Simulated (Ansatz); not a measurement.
**FePt (P4/mmm), elastic constants by finite strains: input and output**

Method: LDA, PAW on Ansatz 0.2.0's default frozen-core files (fitted under PBE), scalar-relativistic, spin-polarised.

The cell comes from a PAW relaxation under the same functional.

Command line:

```sh
ansatz run input.yaml --threads 2 --pin off --max-ram 6144MiB --backend cpu --events-out ev --progress --plain --runs-dir out
```

Input file:

```yaml
crystal:
  lattice:
    - [2.65977472771, 0.0, 0.0]
    - [0.0, 2.65977472771, 0.0]
    - [0.0, 0.0, 3.68202477858]
  atoms:
    - { symbol: Fe, position: [0.0, 0.0, 0.0], spin: 2.7 }
    - { symbol: Pt, position: [0.5, 0.5, 0.5], spin: 0.4 }
magnetization:
  spin_polarized: true
kpoints:
  mp_grid: { grid: [18, 18, 14] }
scf:
  occupations: { method: fermi_dirac, width: 0.05 }
hamiltonian:
  xc: lda
  pseudopotentials: { kind: paw }
elastic:
  mode: relaxed_ion
  stencil: two_point
  amplitude: 0.003
```

The program printed:

```
Warning: RAYON_NUM_THREADS=2 ignored (pool sized by the plan → 2); use --threads N
Engine: ansatz 0.2.0, x86_64-unknown-linux-gnu
Pseudopotentials: kind: paw
Pseudopotential: Fe, paw, valence charge 16, recommended cutoff 420 eV (normal), Fe.paw.azcp
Pseudopotential: Pt, paw, valence charge 18, recommended cutoff 420 eV (normal), Pt.paw.azcp
Functional definition: SPW92
  exchange = slater_x
  correlation = pw_c
Crystal: 2 atoms, lattice volume = 26.048 Å³
Basis set: ecut = 420 eV, 505 PW (Γ)
Bands: 23, of which v1, the nominal top of the filled ones, is band 17 counted from 1 (16 counted from 0)
Symmetry: 16 space group operations
Space group: P4/mmm (ITA 123), of the structure as read, at distance tolerance 3.0e-5 Å
Magnetic group: BNS 123.339 (UNI 999), of the structure as read, at distance tolerance 3.0e-5 Å
k-points: 440 of 4536
Non-local potential: Fe, projectors of the file, l = 0: 3, l = 1: 2, l = 2: 3, l = 3: 1
Non-local potential: Pt, projectors of the file, l = 0: 3, l = 1: 2, l = 2: 2, l = 3: 1
PAW form: soft (Blöchl's): semilocal exchange-correlation on the pseudo side does not see the compensation charge
[... 181 lines left out ...]
  strain η (Voigt 11):  stress-route row diagonal C_11 = 489.28 GPa, energy-path curvature d²(F+E_count+ΔE)/dδ²/Ω₀ = 489.28 GPa
         δ    σ_11 (GPa)             F (eV)   n_scf  n_hpsi   n_pw
    -3.000e-3      -1.4731      -16665.2517498      12  879833    520   relax 0 steps, max|allowed force component| 9.86e-32 eV/Å
     3.000e-3       1.4626      -16665.2517407       8  632206    524   relax 0 steps, max|allowed force component| 2.11e-28 eV/Å
  strain η (Voigt 33):  stress-route row diagonal C_33 = 373.33 GPa, energy-path curvature d²(F+E_count+ΔE)/dδ²/Ω₀ = 373.86 GPa
         δ    σ_33 (GPa)             F (eV)   n_scf  n_hpsi   n_pw
    -3.000e-3      -1.1131      -16665.2518351      11  427382    520   relax 0 steps, max|allowed force component| 4.20e-28 eV/Å
     3.000e-3       1.1269      -16665.2518252       8  349591    524   relax 0 steps, max|allowed force component| 4.17e-28 eV/Å
  strain η (Voigt 23):  stress-route row diagonal C_44 = 141.42 GPa, energy-path curvature d²(F+E_count+ΔE)/dδ²/Ω₀ = 141.53 GPa
         δ    σ_23 (GPa)             F (eV)   n_scf  n_hpsi   n_pw
    -3.000e-3      -0.4243      -16665.2519984      10  1049100    524   relax 0 steps, max|allowed force component| 7.51e-29 eV/Å
     3.000e-3       0.4243      -16665.2519984       8  948092    524   relax 0 steps, max|allowed force component| 1.98e-28 eV/Å
  strain η (Voigt 12):  stress-route row diagonal C_66 = 70.46 GPa, energy-path curvature d²(F+E_count+ΔE)/dδ²/Ω₀ = 70.45 GPa
         δ    σ_12 (GPa)             F (eV)   n_scf  n_hpsi   n_pw
    -3.000e-3      -0.2114      -16665.2520515       9  626293    521   relax 0 steps, max|allowed force component| 4.44e-29 eV/Å
     3.000e-3       0.2114      -16665.2520515       7  516876    521   relax 0 steps, max|allowed force component| 3.18e-29 eV/Å
```

The run converged.

**Elastic moduli**

Elastic constants of a crystal by Kohn-Sham DFT: slopes of the stress over finite engineering strains of the given cell, Voigt indices, Cartesian axes as in the input; Hill averages of a grain aggregate, Debye temperature from the mean sound speed over directions.

```json
{"Bulk modulus": "254 GPa", "Shear modulus": "122.1 GPa", "Young modulus": "315.7 GPa", "Poisson ratio": "0.2929", "Bulk over shear modulus": "2.081", "Elastic anisotropy index": "0.656", "Least young modulus": "208.4 GPa", "Largest young modulus": "401.1 GPa", "Longitudinal sound speed": "5105 m/s", "Transverse sound speed": "2763 m/s", "Elastic debye temperature": "386.5 K", "Linear compressibility (x, y, z)": "1.255, 1.255, 1.428 1/TPa"}
```

### Strained cells

Stress of each strained cell less that at rest, tension positive.

| strain component | strain | stress xx (GPa) | stress yy (GPa) | stress zz (GPa) | stress yz (GPa) | stress xz (GPa) | stress xy (GPa) | relaxation steps |
| --- | --- | --- | --- | --- | --- | --- | --- | --- |
| xx | -0.003 | -1.493 | -0.2894 | -0.5596 | 0 | 0 | 0 | 0 |
| xx | 0.003 | 1.443 | 0.2856 | 0.5562 | 0 | 0 | 0 | 0 |
| zz | -0.003 | -0.565 | -0.565 | -1.127 | 0 | 0 | 0 | 0 |
| zz | 0.003 | 0.5509 | 0.5509 | 1.113 | 0 | 0 | 0 | 0 |
| yz | -0.003 | -0.0018 | -0.0019 | -0.004 | -0.4242 | 0 | 0 | 0 |
| yz | 0.003 | -0.0018 | -0.0019 | -0.004 | 0.4242 | 0 | 0 | 0 |
| xy | -0.003 | -0.0006 | -0.0006 | -0.0019 | 0 | 0 | -0.2114 | 0 |
| xy | 0.003 | -0.0006 | -0.0006 | -0.0019 | 0 | 0 | 0.2114 | 0 |

**Elastic constants**

| Property | Result |
| --- | --- |
| Pressure at rest | -0.018 GPa |
| Least elastic eigenvalue | 70.46 GPa |
| Elastically stable | yes |

| index | elastic (GPa) |
| --- | --- |
| 11 | 489.3 |
| 12 | 95.82 |
| 13 | 186 |
| 33 | 373.3 |
| 44 | 141.4 |
| 66 | 70.46 |

Limits of these numbers: frozen-core PAW files fitted under PBE, their cores solved anew for the functional of the run; a lower magnetic state may exist; responses of metals move with mesh and smearing; no spin-orbit coupling on heavy atoms; the softest shear constant rests on one k mesh, and a soft shear can herald a distortion on cooling; elastic stability says nothing of phonons or of other phases.

Time and hardware: 2.7 min on 2 threads of Intel(R) Xeon(R) 6975P-C (Granite Rapids) (shared host), peak memory 1.5 GiB.
